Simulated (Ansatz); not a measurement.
Relaxed candidate structures of CdSe:

A. P4₂/mmc (No. 131), tP4; a = b = 4.021 Å, c = 7.341 Å, α = β = γ = 90.00°; Cd 2c (0.000, 0.500, 0.000); Se 2e (0.000, 0.000, 0.250)

B. I4₁/amd, origin choice 1 (No. 141), tI8; a = b = 6.184 Å, c = 5.252 Å, α = β = γ = 90.00°; Cd 4a (0.000, 0.000, 0.000); Se 4b (0.000, 0.000, 0.500)

C. P6₃mc (No. 186), hP4, wurtzite type; a = 4.341 Å, b = 4.341 Å, c = 7.077 Å, α = 90.00°, β = 90.00°, γ = 120.00°; Cd 2b (0.667, 0.333, 0.001); Se 2b (0.333, 0.667, 0.125)

**Question.** Rank these by energy per atom (lowest first), as r2SCAN (plane waves to 500 eV, PAW, scalar-relativistic; Ansatz, a program for electronic structure) gives it.

**Answer.** C (reference), A (+0.34 eV/atom), B (+0.78 eV/atom)

**Question.** Which candidates are metallic at this level, and what gaps do the others have?

**Answer.** No gap: A, B. C: 1.11 eV (no spin-orbit coupling).

1 run with a doubtful electronic state, a coarser numerical grid, an end not at rest or a source that can't be used is left out. 4 generated cells of layers, chains or molecules, poorly bound without dispersion, are left out. Each run could gain symmetry but not lose that of its start, so entries can be saddle points. From databases, or of a type measured for this composition: P6₃mc, hP4, wurtzite type; the others are generated cells (placed on structure types, drawn at random, substituted or restacked) that were not matched to a known phase here. Energies are at zero temperature and pressure, without zero-point motion. The runs use different k-meshes, so differences are rounded accordingly. No spin polarisation in the result.
